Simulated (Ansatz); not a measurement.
LiNbO2 (space group P6_3/mmc)

```
LiNbO2
1.0
    2.90325     0.00000     0.00000
   -1.45163     2.51429     0.00000
    0.00000     0.00000    10.43545
Li Nb O
2 2 4
Direct
  0.00000   0.00000   0.00000
  0.00000   0.00000   0.50000
  0.33333   0.66667   0.75000
  0.66667   0.33333   0.25000
  0.33333   0.66667   0.12318
  0.66667   0.33333   0.87682
  0.66667   0.33333   0.62318
  0.33333   0.66667   0.37682
```

E(V) scan at fixed shape, V₀ the volume above. The atoms relax within the cell's symmetry.

All values below come from r2SCAN (plane waves to 500 eV, PAW, scalar-relativistic; Ansatz, a program for electronic structure). k mesh 13×13×4 (Γ-centred), Fermi-Dirac smearing 0.05 eV. Energies are smeared free energies. Compression counts positive. With the shape held, the modulus is that of even scaling; a crystal free to change shape is softer. LiNbO2 is run without spin polarisation and with no Hubbard U. LiNbO2 was relaxed with its symmetry unable to fall. ΔE is measured from the relaxed starting cell.

```
V (Å³/atom)  ΔE (meV/atom)
-----------  -------------
8.570                 62.2
8.808                 33.4
9.046                 14.2
9.284                  3.4
9.522                  0.0
9.760                  3.1
9.998                 12.0
10.236            withheld
10.474                44.2
```

Problem. Fit a third-order Birch-Murnaghan form (E₀, V₀, B₀, B₀′ free) to the given rows and predict ΔE at V = 10.236.

Solution. Least squares on the 8 given rows: ΔE = E₀ + (9V₀B₀/16)·y²·[2 + (B₀′ − 4)y], y = (V₀/V)^(2/3) − 1, with V₀ = 9.522 Å³/atom, B₀ = 175.1 GPa (160.2 GPa = 1 eV/Å³; the term in eV is multiplied by 1000), B₀′ = 4.11, E₀ = 0.01 meV/atom; root-mean-square residual 0.02 meV/atom. At 10.236 the fit gives 25.9 meV/atom; the calculation gives 25.9 meV/atom, the same to the digits shown. For the pressure the fit gives -10.9 GPa against the computed -10.9 GPa.

(Under strain, the slope of the energy per volume gives the stress and its curvature an elastic modulus.)
